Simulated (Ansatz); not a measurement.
# Notes on TaN3

```
Ta N
1.0
     0.00000    3.40677    0.00000
     3.40677    0.00000    0.00000
     1.70339    1.70339   -3.78717
Ta N
1 3
Direct
  0.50000 0.50000 0.00000
  0.00000 0.00000 0.00000
  0.75000 0.25000 0.50000
  0.25000 0.75000 0.50000
```

Method: r2SCAN, no spin polarisation; PAW, plane waves to 500 eV, 11×11×11 Γ-centred mesh, fermi-dirac occupations (width 0.0326 eV) (Ansatz 0.2.0), atoms fixed.

(1) What do density and ELF say about some of the short contacts?

(2) What is the formation energy?

(3) Metal or insulator?

(4) Is the cell too large or too small?

(5) Which element gives electrons and which takes them?

Origin: a known structure type with other elements, at an estimated volume, so it need not be a known compound. Caveats: many states at the Fermi level without spin polarisation, so a magnetic state may lie lower; atoms or cell far from equilibrium.

Answers

(1) Ta–N at 2.41 Å: least valence density 0.38 e/Å³ and ELF 0.22 there. N–N at 2.41 Å: least valence density 0.24 e/Å³ and ELF 0.17 there. Both are smooth PAW fields, read partly inside the augmentation spheres.

(2) 1.52 eV an atom against the elements' usual phases (free molecules for gases, crystals otherwise, with no correction for O₂ or N₂), so at this geometry it isn't bound against them. Relaxing would lower it.

(3) It is a metal, with about 2.1 states/eV a cell as the mean within 0.25 eV of the Fermi level, mostly N p (81 %) and Ta d (15 %).

(4) The pressure is -47.9 GPa (compression positive), so with the atoms held at these fractions the cell would first shrink. The principal stresses -53.3, -53.3, -37.2 GPa differ, so its shape would change too.

(5) Bader charges in e: Ta +2.52, N -1.02 to -0.75. In the mean Ta gives up most and N takes most.
